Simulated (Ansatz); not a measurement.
Pd3S:
```
Pd3S
1.0
    3.67880    -2.67702     0.00000
    3.67880     2.67702     0.00000
    0.00000     0.00000     6.40688
Pd S
6 2
Direct
  0.96033   0.65073   0.75000
  0.03967   0.34927   0.25000
  0.65073   0.96033   0.25000
  0.34927   0.03967   0.75000
  0.50000   0.50000   0.00000
  0.50000   0.50000   0.50000
  0.19153   0.80847   0.25000
  0.80847   0.19153   0.75000
```

Relaxed with r²SCAN. Special points in fractions of this cell's reciprocal vectors: Γ (0.000, 0.000, 0.000); Y (0.500, 0.500, 0.000); F0 (0.382, 0.618, 0.000); Δ0 (-0.382, 0.382, 0.000); Z (0.000, 0.000, 0.500); B0 (-0.382, 0.382, 0.500); G0 (0.382, 0.618, 0.500); T (0.500, 0.500, 0.500); S (0.000, 0.500, 0.000); R (0.000, 0.500, 0.500).

**Question.** List the band energies nearest the Fermi level at these points for the program Ansatz at the r²SCAN level (PAW).

**Answer.** In eV from the Fermi level; about four levels below and three above (degenerate sets whole), none deeper than 8.9 eV; points with the same levels are listed once.

| k | below | above |
|---|---|---|
| Γ | -0.76 -0.47 -0.42 -0.01 | 0.72 0.84 1.47 |
| Y | -1.18 -1.06 -0.78 -0.54 | 0.30 1.10 1.26 |
| F0 | -1.08 -1.06 -0.81 -0.67 | 1.03 1.12 1.59 |
| Z | -1.27 -1.27 -0.98 -0.98 | 0.50 0.50 0.54 0.54 |
| B0 | -0.20 -0.20 -0.20 -0.20 | 3.36 3.36 4.66 4.66 |
| T | -0.70 -0.70 -0.50 -0.50 | 2.72 2.72 4.70 4.70 |
| S | -0.96 -0.76 -0.51 -0.42 | 0.34 0.93 2.23 |
| R | -0.97 -0.97 -0.34 -0.34 | 0.26 0.26 2.30 2.30 |

Space group Cmcm. The workflow started from a Materials Project entry (that database holds measured and hypothetical structures alike); the Crystallography Open Database copy checked does not list it. Whether it is the stable phase at ambient conditions was not checked. Symmetry was held in the r²SCAN relaxation; whether a distortion lowers the energy is not shown. No spin polarisation was allowed. Scalar-relativistic: spin–orbit coupling is off unless named, which matters more the heavier the elements.

Potentials: the later of the program's two PAW sets.
